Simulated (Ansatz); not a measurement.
AlCr2B2:
```yaml
crystal:
  lattice:
    - [1.45084, -5.49027, 0.00000]
    - [1.45084, 5.49027, 0.00000]
    - [0.00000, 0.00000, 2.90022]
  atoms:
    - { symbol: Cr, position: [0.85181, 0.14819, 0.00000] }
    - { symbol: Cr, position: [0.14819, 0.85181, 0.00000] }
    - { symbol: Al, position: [0.50000, 0.50000, 0.50000] }
    - { symbol: B, position: [0.70541, 0.29459, 0.50000] }
    - { symbol: B, position: [0.29459, 0.70541, 0.50000] }
```

Relaxed with PBEsol.

Q: Give the Bader charges and basin volumes of the independent atoms, DFT-PBEsol in the program Ansatz with PAW potentials.

A: 

| atom | Bader charge (e) | Bader volume (Å³) |
|---|---|---|
| Cr1 | +0.27 | 10.9 |
| Al3 | +1.53 | 7.2 |
| B4 | -1.03 | 8.6 |

Space group Cmmm. The workflow started from an entry of the Crystallography Open Database (COD, 293 K). Whether it is the stable phase at ambient conditions was not checked. Symmetry was held in the PBEsol relaxation; whether a distortion lowers the energy is not shown. The workflow began spin-polarised and lost its moments.

Potentials: the later of the program's two PAW sets.
